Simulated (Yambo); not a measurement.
# WS$_{2}$ monolayer: sweep of GW parameters

G0W0@PBEsol for a free-standing WS2 monolayer (symmetry P-6m2, slab cell 16.1 Å high) in Yambo. Reference settings: 6×6×1 Γ-centred k mesh, bands 2 to 131 and a 8 Ry block in the screening, 131 bands in G with the Bruneval-Gonze terminator, plasmon pole fitted at 27.2 eV, slab-truncated Coulomb interaction, stochastic integration of W near q = 0. The PBEsol gap K → K on this mesh is 1.94 eV; G0W0 gaps are taken between the same points.

```csv
change from the reference,G0W0 gap K → K (eV),shift of the valence edge (eV),rough Yambo cost
reference settings,2.87,-0.15,1
"48 bands in W, 48 bands in G",2.90,0.12,about 1/2
"83 bands in W, 83 bands in G",2.88,-0.05,within a factor of two
no stochastic integration of W,4.34,-0.87,–
3 Ry block,2.84,0.08,within a factor of two
"48 bands in G, no terminator",3.00,0.55,–
no terminator,2.93,0.08,–
```

The reference isn't shown to be the converged limit. Costs are rough (shared machines), scaled to the same edge states, and given only for runs that recompute the screening. Without the stochastic integration, the mesh misses the sharp change of W near q = 0 in a layer: the 1.47 eV of that row are a sampling artefact.

Spin-orbit coupling is left out, which matters for elements this heavy: edges can move by tenths of an eV.

Geometry relaxed with PBEsol; primitive cell a = 3.1456 Å, b = 3.1456 Å, c = 16.1000 Å, α = 90.00°, β = 90.00°, γ = 120.00°.

A shift is the quasiparticle energy of the state minus its PBEsol energy.
